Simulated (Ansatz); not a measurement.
MoS₂:
```yaml
crystal:
  lattice:
    - [3.17714, 0.00000, 0.00000]
    - [-1.58857, 2.75148, 0.00000]
    - [0.00000, 0.00000, 12.58084]
  atoms:
    - { symbol: Mo, position: [0.00000, 0.00000, 0.25000] }
    - { symbol: Mo, position: [0.00000, 0.00000, 0.75000] }
    - { symbol: S, position: [0.33333, 0.66667, 0.37335] }
    - { symbol: S, position: [0.66667, 0.33333, 0.62665] }
    - { symbol: S, position: [0.66667, 0.33333, 0.87335] }
    - { symbol: S, position: [0.33333, 0.66667, 0.12665] }
```

Relaxed with r²SCAN+D4.

**Question.** Give the Bader charges and basin volumes of the independent atoms, plane-wave PAW r²SCAN+D4 (Ansatz code).

**Answer.** 

| atom | Bader charge (e) | Bader volume (Å³) |
|---|---|---|
| Mo1 | +1.32 | 12.4 |
| S3 | -0.66 | 21.3 |

Space group P6_3/mmc. The workflow started from a Materials Project entry (that database holds measured and hypothetical structures alike). Its sites differ from those of the usual phase in this space group: another stacking or structure type. Symmetry was held in the r²SCAN+D4 relaxation; whether a distortion lowers the energy is not shown. No spin polarisation was allowed.

Potentials: the earlier of the program's two PAW sets. The files were generated under PBE; for other functionals the program regenerates the frozen cores, and for LDA and PBEsol the local potential too.
